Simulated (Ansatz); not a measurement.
Level of theory: DFT PBE, scalar-relativistic, plane waves, PAW (Ansatz). Settings: cutoff 420 eV, Γ-centred meshes spaced at most about 0.3 Å⁻¹, and about 0.25 Å⁻¹ or finer for metals (2π included), Gaussian smearing. No spin polarisation in the final relaxations.

All energies are static (0 K, no zero-point motion).

Two forms of Ta5W were relaxed alike.

A.

```
CELL_PARAMETERS angstrom
2.76193 0.00000 0.00000
0.00000 2.76193 0.00000
0.00000 0.00000 14.30227
ATOMIC_POSITIONS crystal
Ta 0.00000 0.00000 0.83108
Ta 0.50000 0.50000 0.00000
Ta 0.00000 0.00000 0.16892
Ta 0.50000 0.50000 0.33631
Ta 0.50000 0.50000 0.66369
W 0.00000 0.00000 0.50000
```

B.

```
CELL_PARAMETERS angstrom
2.75685 0.00000 0.00000
0.00000 4.76910 0.00000
0.00000 0.00000 8.30309
ATOMIC_POSITIONS crystal
Ta 0.00000 0.00000 0.82935
Ta 0.50000 0.50000 0.00000
Ta 0.00000 0.00000 0.17065
Ta 0.50000 0.50000 0.33585
Ta 0.50000 0.50000 0.66415
W 0.00000 0.00000 0.50000
```

**Question.** Which placement of the atoms is lower in energy, and by how much?

**Answer.** B is lower, by 16 meV/atom. The two share one framework of sites and differ in which element sits where. A has Ta and W ordered on fcc sites, space group P4/mmm (No. 123), 18.2 Å³/atom and no gap on its mesh; B has Ta and W ordered on fcc sites, space group Pmmm (No. 47), 18.2 Å³/atom and no gap. Counting all near atoms (those within 1.25 times the shortest distance at each site; a plus sign parts nearer from farther groups; a slash parts the counts of unlike sites), A has Ta 4+8, W 4+8 and B has Ta 12/4+8, W 4+8. Even the lower one lies +0.19 eV/atom against the reference forms of the elements (uncorrected), so neither is stable at this level. Both come from invented guesses. A third cell relaxed alike, in Cmmm, lies 206 meV/atom below the lower of the two.

Spin–orbit coupling, which can matter for Ta and W, is left out. A magnetic state wasn't ruled out in cells without spin, among them P4/mmm. Cells relaxed within their symmetry can be saddle points.
